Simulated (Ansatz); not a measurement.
NaYZnS3O12 — ¹⁷O NMR of the central transition

Cell: a Materials Project structure (computed, not necessarily an observed phase), atoms as given.

Space group R3c:H (No. 161); a = 8.9542, c = 23.6462 Å, γ = 120.00°.

```
site  Wyckoff  site symmetry       x       y       z
  Na       6a             3.  0.0000  0.0000  0.5056
   Y       6a             3.  0.0000  0.0000  0.3521
  Zn       6a             3.  0.0000  0.0000  0.6513
   S      18b              1  0.6231  0.6562  0.4156
 O13      18b              1  0.1866  0.9709  0.6978
 O19      18b              1  0.8049  0.0165  0.3004
 O25      18b              1  0.1930  0.1674  0.5884
 O31      18b              1  0.7985  0.8133  0.4115
```

One atom of each set is listed; the run and its k-mesh use a cell of 36 atoms with edges of 9.43, 9.43, 9.43 Å.

Method: Kohn–Sham DFT in Ansatz, r2SCAN, plane waves and PAW, scalar-relativistic, 500 eV cutoff, Γ-centred 3×3×3 k-points, Fermi–Dirac smearing 0.02 eV.

¹⁷O has I = 5/2 and Q = -25.58 mb (Pyykkö 2018); at 16.4 T its Larmor frequency is ν₀ = 94.7 MHz. Only the quadrupole interaction is simulated: positions count from each site's isotropic chemical shift, and J coupling is left out, as are shift anisotropy and dipolar coupling, which fast spinning averages.

Problem. Give C_Q, η, the quadrupolar product P_Q = |C_Q|(1 + η²/3)^½, the second-order isotropic shift and the breadth of the pattern (fast magic-angle spinning) for each O site.

Solution. 

```
site                                                     first shell  C_Q (MHz)     η  P_Q (MHz)  δ_QIS (ppm)  breadth (kHz)
 O13                       1 S at 1.48 Å, 1 Zn at 2.12 Å, angle 153°      -9.60  0.10       9.61        -61.8           12.9
 O19                        1 S at 1.48 Å, 1 Y at 2.20 Å, angle 155°      -8.61  0.04       8.62        -49.7           10.2
 O25  1 S at 1.49 Å, 1 Zn at 2.20 Å, angle 143°; also 1 Na at 2.54 Å      -9.28  0.21       9.35        -58.5           12.5
 O31   1 S at 1.50 Å, 1 Y at 2.24 Å, angle 145°; also 1 Na at 2.83 Å      -8.88  0.10       8.89        -52.9           11.1
```

δ_QIS = −(ν_Q²/30ν₀²)[I(I+1) − 3/4](1 + η²/3) × 10⁶ ppm with ν_Q = 3|C_Q|/[2I(2I−1)]; it falls as 1/B₀² in ppm, and the breadth as 1/B₀ in kHz.

At O13, O19, O25 and O31 V_zz points along the shorter of its two bonds, to S (within 4°) in each case.

The largest force is 0.5 eV/Å, so the atoms aren't at the calculated equilibrium and relaxing them would move these values. Without spin–orbit coupling (the program notes it for Y) the gradients are little affected as a rule: paired runs on crystals with a gap mostly move them by under 2 % at such atoms.
